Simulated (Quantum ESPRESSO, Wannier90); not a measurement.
**Wannier functions of InTe (rock salt)**

Structure: Materials Project mp-2597, symmetrised, not relaxed again. COD (Crystallography Open Database) has an entry of this formula and space group (matched by these alone). Method: PBEsol plane waves in Quantum ESPRESSO 7.5 (PseudoDojo norm-conserving files, 66 Ry, no spin polarisation, no spin-orbit coupling), Bloch states on a 8×8×8 mesh through Γ, Wannier90 4.0.1. Density: 8×8×8 mesh, cold smearing 0.01 Ry. Spin-orbit coupling is left out although heavy elements are present.

On the energy scale of pw.x, whose zero is arbitrary, the Fermi level lies at 9.52 eV.

Input w.win:

```
num_bands = 5
num_wann = 5
exclude_bands = 6-25
num_iter = 800
conv_tol = 1.0e-6
conv_window = 4
write_hr = true
write_u_matrices = true
auto_projections = true
begin unit_cell_cart
ang
    0.0000000000    3.1198300000    3.1198300000
    3.1198300000    0.0000000000    3.1198300000
    3.1198300000    3.1198300000    0.0000000000
end unit_cell_cart
begin atoms_frac
In   0.0000000000  0.0000000000  0.0000000000
Te   0.5000000000  0.5000000000  0.5000000000
end atoms_frac
mp_grid = 8 8 8
begin kpoints
0.0000000000 0.0000000000 0.0000000000
0.0000000000 0.0000000000 0.1250000000
0.0000000000 0.0000000000 0.2500000000
... (509 more lines: the 8x8x8 mesh through Gamma)
end kpoints
```

Input of pw2wannier90.x that gives the overlap and projection files (equivalent; here they were cut from one run over all bands):

```
&inputpp
  outdir = './out'
  prefix = 'pwscf'
  seedname = 'w'
  write_amn = .true.
  write_mmn = .true.
  atom_proj = .true.
  atom_proj_exclude = 1 2 3 4 5 6 7 8 9 15 16 17 18
/
```

Output w.wout (banner and timings cut):

```
                                    ------
                                    SYSTEM
                                    ------

                              Lattice Vectors (Ang)
                    a_1     0.000000   3.119830   3.119830
                    a_2     3.119830   0.000000   3.119830
                    a_3     3.119830   3.119830   0.000000

                   Unit Cell Volume:      60.73273  (Ang^3)

                        Reciprocal-Space Vectors (Ang^-1)
                    b_1    -1.006976   1.006976   1.006976
                    b_2     1.006976  -1.006976   1.006976
                    b_3     1.006976   1.006976  -1.006976

 *----------------------------------------------------------------------------*
 |   Site       Fractional Coordinate          Cartesian Coordinate (Ang)     |
 +----------------------------------------------------------------------------+
 | in   1   0.00000   0.00000   0.00000   |    0.00000   0.00000   0.00000    |
 | te   1   0.50000   0.50000   0.50000   |    3.11983   3.11983   3.11983    |
 *----------------------------------------------------------------------------*
                                ------------
                                K-POINT GRID
                                ------------

             Grid size =  8 x  8 x  8      Total points =  512

 *---------------------------------- MAIN ------------------------------------*
 |  Number of Wannier Functions               :                 5             |
 |  Number of Objective Wannier Functions     :                 5             |
 |  Number of input Bloch states              :                 5             |
 |  Output verbosity (1=low, 5=high)          :                 1             |
 |  Timing Level (1=low, 5=high)              :                 1             |
 |  Optimisation (0=memory, 3=speed)          :                 3             |
 |  Length Unit                               :               Ang             |
 |  Post-processing setup (write *.nnkp)      :                 F             |
 |  Using Gamma-only branch of algorithms     :                 F             |
 *----------------------------------------------------------------------------*
 *------------------------------- WANNIERISE ---------------------------------*
 |  Total number of iterations                :               800             |
 |  Number of CG steps before reset           :                 5             |
 |  Trial step length for line search         :             2.000             |
 |  Convergence tolerence                     :         0.100E-05             |
 |  Convergence window                        :                 4             |
 |  Iterations between writing output         :                 1             |
 |  Iterations between backing up to disk     :               100             |
 |  Write r^2_nm to file                      :                 F             |
 |  Write xyz WF centres to file              :                 F             |
 |  Write on-site energies <0n|H|0n> to file  :                 F             |
 |  Use guiding centre to control phases      :                 F             |
 |  Use phases for initial projections        :                 F             |
 *----------------------------------------------------------------------------*
 *-------------------------------- PLOTTING ----------------------------------*
 |  Plotting Hamiltonian in WF basis          :                 T             |
 *----------------------------------------------------------------------------*

       ... (k-mesh section left out)

 Starting a new Wannier90 calculation ...

 Reading overlaps from w.mmn

 Reading projections from w.amn

 *------------------------------- WANNIERISE ---------------------------------*
 +--------------------------------------------------------------------+<-- CONV
 | Iter  Delta Spread     RMS Gradient      Spread (Ang^2)            |<-- CONV
 +--------------------------------------------------------------------+<-- CONV

 ------------------------------------------------------------------------------
 Initial State
  WF centre and spread    1  (  3.119830,  3.119830,  3.119830 )     0.33803129
  WF centre and spread    2  (  3.119830,  3.119830,  3.119830 )     0.33732450
  WF centre and spread    3  (  3.119830,  3.119830,  3.119830 )     0.33732450
  WF centre and spread    4  (  3.119830,  3.119830,  3.119830 )     0.33803129
  WF centre and spread    5  (  3.119830,  3.119830,  3.119830 )     0.33732450
  Sum of centres and spreads ( 15.599150, 15.599150, 15.599150 )     1.68803609

      0     0.169E+01     0.0000000000        1.6880360936  <-- CONV
        O_D=      0.0000000 O_OD=      0.0005161 O_TOT=      1.6880361 <-- SPRD
 ------------------------------------------------------------------------------
      1    -0.955E-14     0.0000011030        1.6880360936  <-- CONV
        O_D=      0.0000000 O_OD=      0.0005161 O_TOT=      1.6880361 <-- SPRD
      2    -0.191E-13     0.0000011008        1.6880360936  <-- CONV
        O_D=      0.0000000 O_OD=      0.0005161 O_TOT=      1.6880361 <-- SPRD
      3    -0.284E-13     0.0000010964        1.6880360936  <-- CONV
        O_D=      0.0000000 O_OD=      0.0005161 O_TOT=      1.6880361 <-- SPRD
      4    -0.373E-13     0.0000010898        1.6880360936  <-- CONV
        O_D=      0.0000000 O_OD=      0.0005161 O_TOT=      1.6880361 <-- SPRD
             <<<     Delta < 1.000E-06  over  4 iterations     >>>
             <<< Wannierisation convergence criteria satisfied >>>
 Final State
  WF centre and spread    1  (  3.119830,  3.119830,  3.119830 )     0.33803129
  WF centre and spread    2  (  3.119830,  3.119830,  3.119830 )     0.33732450
  WF centre and spread    3  (  3.119830,  3.119830,  3.119830 )     0.33732450
  WF centre and spread    4  (  3.119830,  3.119830,  3.119830 )     0.33803129
  WF centre and spread    5  (  3.119830,  3.119830,  3.119830 )     0.33732450
  Sum of centres and spreads ( 15.599150, 15.599150, 15.599150 )     1.68803609

         Spreads (Ang^2)       Omega I      =     1.687519989
        ================       Omega D      =     0.000000000
                               Omega OD     =     0.000516105
    Final Spread (Ang^2)       Omega Total  =     1.688036094
```
